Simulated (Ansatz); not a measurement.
Run on N (N2 molecule in a box): DFT, r2SCAN, all-electron PAW with datasets made for the crystal, scalar-relativistic (Ansatz 0.2.0).

The cell comes from a relaxation on PAW files under the same functional, begun from a database entry that needn't be the ground state.

Command: `ansatz run input.yaml --threads 4 --pin off --max-ram 10240MiB --backend cpu --events-out ev --progress --plain --runs-dir out` It took 17 s on 4 threads of Arm Neoverse V1, on a shared host, peak memory 6.8 GiB.

```yaml
crystal:
  lattice:
    - [9.0, 0.0, 0.0]
    - [0.0, 9.2, 0.0]
    - [0.0, 0.0, 10.1]
  atoms:
    - { symbol: "N", position: [0.5, 0.5, 0.4458905507] }
    - { symbol: "N", position: [0.5, 0.5, 0.5541094493] }
kpoints:
  mp_grid: { grid: [1, 1, 1] }
scf:
  occupations: { method: fermi_dirac, width: 0.01 }
hamiltonian:
  xc: r2scan
  pseudopotentials: { kind: all_electron, datasets: crystal }
output:
  forces: true
  stress: true
  eigenvalues: true
```

Output:

```
hamiltonian.pseudopotentials.datasets: crystal makes datasets for this crystal and solves the spheres of its atoms anew in each pass: cutoff 1060.0 eV, the density's 7420.0 eV; for an error of 0.50 meV an atom under PBE, 1.0 meV for the cell; an energy difference from a run of another recipe may be off by several times the error for the cell, under r2SCAN by more, where some 0.1 meV an atom stays at smaller errors; N in spheres of 0.545 Å, 5 of its electrons in bands
Engine: ansatz 0.2.0
Pseudopotentials: kind: all_electron
Pseudopotential: N, paw, valence charge 5, recommended cutoff 1060 eV (normal), crystal/all_electron/r2scan/scalar/gaussian/N, Koelling and Harmon's equation, gaussian nucleus
Functional definition: r2SCAN
  parameter k0 = 0.174
  parameter k1 = 0.065
  parameter a1 = 4.9479
  exchange = r2scan_x(k0 = k0, k1 = k1, a1 = a1)
  correlation = r2scan_c
Crystal: 2 atoms, lattice volume = 836.280 Å³
Basis set: ecut = 1060 eV, 65543 PW (Γ), exchange–correlation on 384×405×432 points (27 copies of the dense FFT grid, shifted against one another)
Bands: 9, of which v1, the nominal top of the filled ones, is band 5 counted from 1 (4 counted from 0)
Symmetry: 8 space group operations
Space group: Pmmm (ITA 47), of the structure as read, at distance tolerance 9.4e-5 Å
k-points: 1
Non-local potential: N, projectors of the file, l = 0: 1, l = 1: 1
PAW form: soft (Blöchl's): semilocal exchange-correlation on the pseudo side does not see the compensation charge
PAW one-centre angular grid: N, 302 points (default); XC on its mesh's 1755 points in the sphere
Initial density: superposition of atomic densities (neutral atoms: chi_scale 0, normalization atom)
Initial wavefunctions: pseudopotential atomic-orbital guess
Functional: x = r2scan, c = r2scan; τ floored in thin density (d = 2e-4 eV/Å³)
iter 1 solved again at ethr=1.87e-2 eV; its pass at ethr=1.00e-1 eV (dr2=1.87e0 eV) is discarded
SCF iter   1: F=—  HF=-2982.603921 eV  |F-HF|=—  |Δ(HF+E_count)|=         —  Δρ=2.20e-2  dr2=2.02e0  dr2_τ=1.35e0  ethr=1.87e-2  ⟨swp⟩=7.0  Hψ=67  notcnv=0
preconditioner: auto → Resta (q_TF=auto, 1.305 Å⁻¹)  ε∞=1.1  [insulator: Δε(μ)=9.495 eV  Ē_g=12.825 eV  σ=0.010 eV  W_gap=1.00  n_scr=28 (ndim 8)  ℏωp=3.6 eV  f_vac=0.891  D(μ)=0.00/eV (n_scr^D=0)  ε∞_Penn≈1.1  vacuum switching on, ρ_ref=1.2e-2 e/Å³]
SCF iter   2: F=—  HF=-2982.006081 eV  |F-HF|=—  |Δ(HF+E_count)|=   5.98e-1  Δρ=9.04e-3  dr2=1.94e-1  dr2_τ=6.02e-2  ethr=1.87e-2  ⟨swp⟩=3.0  Hψ=22  notcnv=0
iter 3 solved again at ethr=4.76e-5 eV; its pass at ethr=1.94e-3 eV (dr2=4.76e-3 eV) is discarded
SCF iter   3: F=—  HF=-2981.934777 eV  |F-HF|=—  |Δ(HF+E_count)|=   7.13e-2  Δρ=1.48e-3  dr2=4.57e-3  dr2_τ=5.15e-3  ethr=4.76e-5  ⟨swp⟩=3.0  Hψ=49  notcnv=0  defer=4
SCF iter   4: F=—  HF=-2981.938440 eV  |F-HF|=—  |Δ(HF+E_count)|=   3.66e-3  Δρ=1.52e-4  dr2=3.95e-5  dr2_τ=1.32e-5  ethr=4.57e-5  ⟨swp⟩=4.0  Hψ=27  notcnv=0  defer=4
SCF iter   5: F=—  HF=-2981.940054 eV  |F-HF|=—  |Δ(HF+E_count)|=   1.61e-3  Δρ=5.22e-5  dr2=5.24e-6  dr2_τ=4.90e-5  ethr=3.95e-7  ⟨swp⟩=6.0  Hψ=45  notcnv=0  defer=2
SCF iter   6: F=—  HF=-2981.940072 eV  |F-HF|=—  |Δ(HF+E_count)|=   1.83e-5  Δρ=1.12e-5  dr2=1.25e-7  dr2_τ=2.65e-7  ethr=5.24e-8  ⟨swp⟩=4.0  Hψ=27  notcnv=0  defer=2
SCF iter   7: F=-2981.940081 eV  HF=-2981.940081 eV  |F-HF|=1.10e-7  |Δ(HF+E_count)|=   8.50e-6  Δρ=1.07e-6  dr2=2.01e-9  dr2_τ=7.40e-9  ethr=1.25e-9  ⟨swp⟩=4.0  Hψ=27  notcnv=0  defer=2
SCF 1 converged in 7 iterations: F = -2981.940080 eV  dr2 = 2.01e-9
  Residual-converged pass: ⟨swp⟩=4.0  Hψ=23  notcnv=0  max |occ|·‖R‖ = 4.1e-6 eV (tolerance 5.3e-6 eV)  dr2=1.94e-9  dr2_τ=7.52e-9  dr2_onsite=3.95e-9  max |Δocc| = 0.0e0
  greatest PAW one-centre occupation: 0.323 electrons in one spin orbital (limit 2), on the N atom at site 1 (counted from 0), in its partial waves of l = 0
SCF converged after 7 iterations
Free energy (F): -2981.940080 eV
Harris-Foulkes:  -2981.940079 eV  (|F-HF|=1.10e-7)
Internal energy: -2981.940080 eV  (E = F + TS)
E sigma→0 (E₀):  -2981.940080 eV
Past the cutoff: the bands carry plane waves up to 2.50 times it, of which those up to 1.5 times it add -0.000194 eV an atom, each by itself; the spheres take 0.000139 eV an atom off the energy for waves past 2.50 times it
Past the cutoffs: a stress includes 0.0001 GPa for waves and charges beyond them, in addition to the slope of what the spheres take
In the spheres:  the bands' charges fall short by 1.7e-6 e at most (sound up to 1e-3)
Fermi energy:    -5.932861 eV
--- Per-component energies (eV) ---
  E_band       = -155.081247
  E_kinetic    = 327.127937
  E_local      = -1406.247982  (includes V_loc(G=0)·N_el)
  E_nonlocal   = 21.648984
  E_hartree    = 548.128379
  E_xc         = -131.936597
  E_vxc        = -192.115559  (∫ρ·V_xc dr)
  E_paw        = -2676.885524  (= ΣΔE_a)
  E_vpaw       = -238.756505  (= ΣTr[D̂ρ^β])
  E_vtau       = 14.910817  (kinetic-family band-sum trace: ∫τ·v_τ [+ j·A + Jᵃ·Aᵃ] dr)
  E_ewald      = 114.129929
  E_smearing   = -0.000000  (= −TS)
  E_closure    = 222.094794  (closes the sum)
  Σ components = -2981.940080   (vs F -2981.940080, Δ=0.00e0)
  The terms above E_closure are by the made datasets' own strengths, without shells solved beside the bands.
--- Forces (eV/Å), atoms counted from 1 ---
  atom   1  N      0.00000000     0.00000000     0.12215363
  atom   2  N      0.00000000     0.00000000    -0.12215363
  max |Σ_I F_I| component: 1.39e-17 eV/Å
--- Stress (GPa, compression-positive) ---
        0.000100       0.000000       0.000000
        0.000000       0.000091       0.000000
        0.000000       0.000000      -0.025428
  P = ⅓ Tr σ = -0.0084 GPa (-0.084 kbar)
--- Band table (eV) ---
  k-point 0: bands = ["-29.4704", "-14.0134", "-11.7771", "-11.7771", "-10.5028", "-1.3561", "-1.3559"]
```
